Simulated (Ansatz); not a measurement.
## CaIr$_{2}$: pressure against volume

CaIr$_{2}$, Fd-3m, a = 7.527 Å. The structure is a Materials Project entry; whether it is the stable form wasn't checked. Ansatz: r2SCAN, PAW, 500 eV, Γ-centred 8×8×8 mesh on 6 atoms, Gaussian smearing 0.10 eV; no spin polarisation. Symmetry fixes shape and atoms, so the cell is only scaled; pressure is positive in compression.

| V (Å³/atom) | P (GPa) |
| --- | --- |
| 15.637 | ? |
| 16.170 | 21.35 |
| 16.703 | 12.98 |
| 17.236 | 5.92 |
| 17.769 | -0.02 |
| 18.302 | -5.03 |
| 18.836 | -9.24 |
| 19.546 | -13.83 |

Q: Take V0 = 17.769 Å³/atom, count pressures from its P0 = -0.02 GPa, fit the third-order Birch–Murnaghan form to the other rows, and predict the missing pressure.

A: With the Eulerian strain f = ½[(V0/V)^(2/3) − 1] and y = (P − P0)/[3f(1 + 2f)^(5/2)], the form is the line y = B0 + 1.5 B0 (B0′ − 4) f. Rows (f, y): 0.03244, 187.7; 0.02105, 185.7; 0.01026, 183.4; -0.00976, 179.8; -0.01907, 177.6; -0.03078, 175.3. Means f = 0.0006900, y = 181.58; Σ(Δf)² = 0.003004, ΣΔfΔy = 0.5905; the slope is their ratio. y = 181.4 + 196.6 f GPa, so B0 = 181.4 GPa and B0′ = 4 + 2 × (196.6)/(3 × 181.4) = 4.72. At V = 15.637, f = 0.04447, y = 190.14 and P = 31.37 GPa. The run gave 31.29 GPa, so the fit is 0.08 GPa too high, a small miss on the scale of the series.

Spin–orbit coupling is left out, which can shift energies with elements as heavy as these.